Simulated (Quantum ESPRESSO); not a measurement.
One change at a time to MoNbPtSc3W2

Calculated results; nothing here was measured. They come from Quantum ESPRESSO 7.5, a public plane-wave density functional program. Each row is one single-point run on a made-up periodic cell of eight metal atoms, with elements, volume, strain and displacements drawn at random and not relaxed, so a cell may be unstable or far from any real phase. There is no spin polarisation or spin-orbit coupling.

Settings: PBE unless stated; PseudoDojo standard norm-conserving files; Fermi-Dirac width 0.25 eV, which means electrons at about 2900 K; cutoff 1143 eV; 5 x 5 x 5 k mesh shifted half a step off Gamma. E is the free energy of the whole cell (internal energy minus TS), so a -TS column is already part of it. Stress is positive in tension, and the pressure P is minus a third of its trace.

Checks: one run of this series was repeated at a higher cutoff and on a denser mesh, which moved values by no more than 0.002 eV, 0.02 GPa and 0.003 eV/Å, and a second program with other atomic files agreed on it to 2 % rms in force and 0.5 GPa in pressure. Known limits: heavy elements are run without spin-orbit coupling, which real alloys of them have; a spin test at this wide smearing found no moment, but such smearing suppresses magnetism that the real alloy may have.

The lattice is hexagonal close-packed, and the cell vectors in Å are (2.986, 0.000, 4.785); (2.986, 0.000, -4.785); (-2.986, 5.171, 0.000), a volume of 147.76 Å³ in run 1. The elements on sites 1 to 8 are Sc W Sc W Sc Nb Pt Mo. Each later run makes one change to run 1 and keeps the rest. E is counted from run 1, and is n/a where other atomic files have another zero of energy.

```
run,change,V (Å³),P (GPa),-TS (eV),rms force (eV/Å),largest change of a force component (eV/Å),E (eV)
1,none,147.76,-1.61,-1.959,0.783,0.000,0.000
2,sites 1 and 7 exchanged,147.76,-1.49,-1.957,0.725,1.138,-0.249
3,all lengths scaled by -1.06 %,143.11,2.94,-1.894,0.827,0.201,?
4,LDA in place of PBE,147.76,-11.07,-1.979,0.729,0.271,n/a
5,Ir on site 8,147.76,-4.67,-1.932,0.772,0.645,n/a
6,site 8 moved by -0.24 Å along y,147.76,-0.53,-1.939,0.746,1.424,-0.064
```

## Worked estimate

Along a uniform scaling dE = -P dV. The mean of the two pressures is 0.665 GPa and the volume changes by -4.65 Å³, with 160.2 GPa to one eV/Å³. The same two rows give -V dP/dV = 142 GPa for this cell with clamped atoms, which is not the bulk modulus of a real alloy.

## Withheld value

Question: what E should run 3 give?

The estimate is 0.019 eV. The calculation gave 0.018 eV.
